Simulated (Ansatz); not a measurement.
HgTe (zinc blende)

```xyz
2
Lattice="0.0000 3.2866 3.2866 3.2866 0.0000 3.2866 3.2866 3.2866 0.0000" Properties=species:S:1:pos:R:3 pbc="T T T"
Te     1.6433     1.6433     1.6433
Hg     0.0000     0.0000     0.0000
```

Two-dimensional scan of atom 1 (Te, nearest neighbour Hg at 2.846 Å; its periodic images, 4.6 Å or more away, move with it): u runs along (0.707, 0.707, 0.000), v along (0.000, 0.000, 1.000) (Cartesian). Cell and other atoms are fixed.

Method: r2SCAN (plane waves to 500 eV, PAW, scalar-relativistic; Ansatz, a program for electronic structure). k mesh 7×7×7 (Γ-centred), Fermi-Dirac smearing 0.05 eV. The energy includes the smearing's −TS. With partly filled bands, energies and forces of such displacements shift with the k mesh and the smearing. At this level the bands of HgTe touch or barely overlap. HgTe was relaxed with its symmetry unable to fall. Spin-orbit coupling is left out, though Hg and Te are heavy. The zero of ΔE is the undisplaced structure. Axes are in Å.

| ΔE (meV/cell) | u = -0.430 | u = -0.287 | u = -0.143 | u = 0.000 | u = 0.143 | u = 0.287 | u = 0.430 |
|---|---|---|---|---|---|---|---|
| v = -0.430 | 1553 | 788 | 384 | [?] | 384 | 788 | 1553 |
| v = -0.287 | 994 | 475 | 201 | [?] | 201 | 475 | 994 |
| v = -0.143 | 591 | [?] | 83 | [?] | 83 | [?] | 591 |
| v = 0.000 | 335 | [?] | [?] | 0 | [?] | [?] | 335 |
| v = 0.143 | 211 | 100 | 45 | [?] | 45 | 100 | 211 |
| v = 0.287 | 199 | 147 | 123 | [?] | 123 | 147 | 199 |
| v = 0.430 | 270 | [?] | [?] | [?] | [?] | [?] | 270 |

Question: What belongs in the gaps?

Answer: 
- v = -0.430, u = 0.000: 259
- v = -0.287, u = 0.000: 116
- v = -0.143, u = -0.287: 257
- v = -0.143, u = 0.000: 30
- v = -0.143, u = 0.287: 257
- v = 0.000, u = -0.287: 133
- v = 0.000, u = -0.143: 31
- v = 0.000, u = 0.143: 31
- v = 0.000, u = 0.287: 133
- v = 0.143, u = 0.000: 30
- v = 0.287, u = 0.000: 116
- v = 0.430, u = -0.287: 260
- v = 0.430, u = -0.143: 258
- v = 0.430, u = 0.000: 259
- v = 0.430, u = 0.143: 258
- v = 0.430, u = 0.287: 260

(For displaced atoms, the force is minus the slope of the energy, and its curvature is a force constant, which sets phonon frequencies.)
